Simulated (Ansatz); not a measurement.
Input and command of a plane-wave DFT calculation in Ansatz:

```yaml
crystal:
  lattice:
    - [5.551685175, 0.0, 0.0]
    - [0.0, 5.551685175, 0.0]
    - [0.0, 0.0, 3.2288043486]
  atoms:
    - { symbol: Al, position: [0.5, 0.0, 0.5] }
    - { symbol: Al, position: [0.0, 0.5, 0.5] }
    - { symbol: B, position: [0.23323, 0.23323, 0.0] }
    - { symbol: B, position: [0.76677, 0.23323, 0.0] }
    - { symbol: B, position: [0.76677, 0.76677, 0.0] }
    - { symbol: B, position: [0.23323, 0.76677, 0.0] }
    - { symbol: Bi, position: [0.0, 0.0, 0.0] }
basis:
  ecutwfc: 420
kpoints:
  mp_grid: { grid: [4, 4, 6] }
hamiltonian:
  xc: pbe
scf:
  occupations: { method: gaussian, width: 0.1 }
  lower_state_search: "off"
output:
  forces: true
  stress: true
  eigenvalues: true
relax:
  adjacent_minimum: "off"
  f_tol: 0.04
  max_steps: 70
  cell: { stress_tol: 0.4 }
```

```bash
ansatz run input.yaml --threads 1 --pin off --max-ram 2560MiB --backend cpu --events-out ev --progress --plain --runs-dir out
```

Processor: Arm Neoverse V1, 1 thread, on a host shared with other jobs.

Estimate time, memory and problem size.

About 41 s on 1 thread of Arm Neoverse V1, with other jobs on the host, peak memory 0.38 GiB. It solves 24 bands at 24 k points (the mesh reduced by symmetry) with about 1843 plane waves (on the last cell), in 58 SCF iterations over 9 ionic steps.
